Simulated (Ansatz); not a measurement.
TiN (rock salt)

```
CELL_PARAMETERS angstrom
      0.00000     4.23251     4.23251
      2.11625     0.00000     2.11625
      2.11625     2.11625     0.00000
ATOMIC_POSITIONS crystal
  N  0.00000 0.00000 0.00000
  N  0.50000 0.00000 0.00000
  Ti 0.25000 0.50000 0.50000
  Ti 0.75000 0.50000 0.50000
```

Scan: atom 4 (Ti, nearest neighbour N at 2.116 Å; its periodic images, 3.0 Å or more away, move with it) is displaced along Cartesian z, direction (0.000, 0.000, 1.000) in Cartesian axes, by s. The other atoms stay.

All values below come from r2SCAN (plane waves to 500 eV, PAW, scalar-relativistic; Ansatz, a quantum-chemistry and plane-wave program). k mesh 15×15×15 (Γ-centred), Fermi-Dirac smearing 0.05 eV. E stands for the smeared free energy. Left out: 4 of 11 points, with atoms too close for the PAW data. With partly filled bands, energies and forces of such displacements shift with the k mesh and the smearing. TiN is run without spin polarisation. TiN was relaxed with its symmetry unable to fall. The zero of ΔE is the undisplaced structure. The last digit holds for this mesh only.

```json
[
 {"s (Å)": "-0.378", "ΔE (meV/cell)": "1019.5"},
 {"s (Å)": "-0.252", "ΔE (meV/cell)": "376.4"},
 {"s (Å)": "-0.126", "ΔE (meV/cell)": "80.3"},
 {"s (Å)": "0.000", "ΔE (meV/cell)": "0.0"},
 {"s (Å)": "0.126", "ΔE (meV/cell)": "80.3"},
 {"s (Å)": "0.252", "ΔE (meV/cell)": "376.4"},
 {"s (Å)": "0.378", "ΔE (meV/cell)": "1019.5"}
]
```

### Question
What force constant k = d²E/ds² at s = 0 does the table give?

### Answer
9.5 eV/Å². It is the second difference of the nearest points, corrected with the next pair.

### Question
With k = 9.71 eV/Å² from the forces, is the well harmonic out to s = 0.378 Å?

### Answer
½ks² = 694 meV/cell against the computed 1019 meV/cell, so the well is stiffer than harmonic there.

(A displaced cell: forces are minus the slopes of the energy, force constants its curvatures, and phonons follow from these.)
